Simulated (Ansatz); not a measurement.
Problem. Each is relaxed and computed with DFT-PBEsol in the program Ansatz with PAW potentials. Which is the only metal?
(A) SiBCN, P3m1 (B on 1b, Si on 1c, C on 1b, N on 1c)
(B) Ge3N4, P6_3/m (Ge on 6h, N on 2c, N on 6h)
(C) GeMo2C, P6_3/mmc (Ge on 2d, Mo on 4f, C on 2a)
(D) SiGeC2, P-4m2 (Si on 1a, C on 2g, Ge on 1c)

Solution. C, GeMo2C, P6_3/mmc (Ge on 2d, Mo on 4f, C on 2a). GeMo2C: metal; SiGeC2: gap 1.38 eV (indirect); SiBCN: gap 2.40 eV (indirect); Ge3N4: gap 2.08 eV (direct). Typed or built starts, not in the databases checked: GeMo2C, P6_3/mmc (Ge on 2d, Mo on 4f, C on 2a); SiGeC2, P-4m2 (Si on 1a, C on 2g, Ge on 1c); SiBCN, P3m1 (B on 1b, Si on 1c, C on 1b, N on 1c). All cells were relaxed under the symmetry of their starts (and spin orders); stability against distortions was not tested throughout. Named crystals with no word on spin ran without spin polarisation. Scalar-relativistic: spin–orbit coupling is off unless named, which matters more the heavier the elements.

Potentials: the earlier of the program's two PAW sets. The files were generated under PBE; for other functionals the program regenerates the frozen cores, and for LDA and PBEsol the local potential too.
